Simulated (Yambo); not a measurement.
Material: LiHS (space group Pmc2_1, No. 26); a = 6.101 Å, b = 3.923 Å, c = 7.833 Å, α = β = γ = 90.00° (12 atoms in the cell). The geometry is that of Materials Project entry mp-644419, symmetrised and not relaxed again.

With PBEsol (pw.x of Quantum ESPRESSO, ONCV potentials, without SOC), the gap between the mesh's edge points (Γ → Γ) is 3.367 eV.

**Question.** What does a G0W0 run in Yambo give for it (2×4×1 Γ-centred k mesh, bands 5 to 257 and a 7 Ry block in the screening, 257 bands in G with the Bruneval-Gonze terminator, plasmon pole fitted at 27.2 eV)?

**Answer.** The correction is 2.435 eV, giving 5.802 eV, 1.7 times the PBEsol value.  Nearest settings tried, and what they do to the gap: 162 bands in W, 162 bands in G: -16 meV; 6 Ry block (319 vectors against 395): -30 meV; 1×2×1 mesh: -195 meV. So the settings aren't converged at that level. The k mesh is coarse.
